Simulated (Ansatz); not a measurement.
TiN:
```yaml
crystal:
  lattice:
    - [0.00000, 2.12324, 2.12324]
    - [2.12324, 0.00000, 2.12324]
    - [2.12324, 2.12324, 0.00000]
  atoms:
    - { symbol: Ti, position: [0.00000, 0.00000, 0.00000] }
    - { symbol: N, position: [0.50000, 0.50000, 0.50000] }
```

Relaxed with PBE. Special points in fractions of this cell's reciprocal vectors: Γ (0.000, 0.000, 0.000); X (0.500, 0.000, 0.500); U (0.625, 0.250, 0.625); K (0.375, 0.375, 0.750); L (0.500, 0.500, 0.500); W (0.500, 0.250, 0.750).

List the band energies nearest the Fermi level at these points for plane-wave PAW PBE (Ansatz code).

In eV from the Fermi level; about four levels below and three above (degenerate sets whole), none deeper than 8.9 eV; … stands for higher levels left out; points with the same levels are listed once.

| k | below | above |
|---|---|---|
| Γ | -2.03 -2.03 -2.03 -0.61 -0.61 -0.61 | … |
| X | -5.83 -3.22 -3.22 -3.05 | 1.64 2.38 2.38 |
| U | -5.80 -5.71 -4.45 -0.46 | 1.98 2.31 3.58 |
| L | -8.06 -5.47 -5.47 | 1.68 1.68 2.35 |
| W | -5.47 -5.47 -5.35 | 0.92 0.92 2.39 |

Space group Fm-3m (rock salt). The cell was relaxed with PBE under the symmetry of its start. No spin polarisation was allowed. With an odd number of electrons in the cell and no spin polarisation, the count alone makes it a metal.

Potentials: the earlier of the program's two PAW sets.
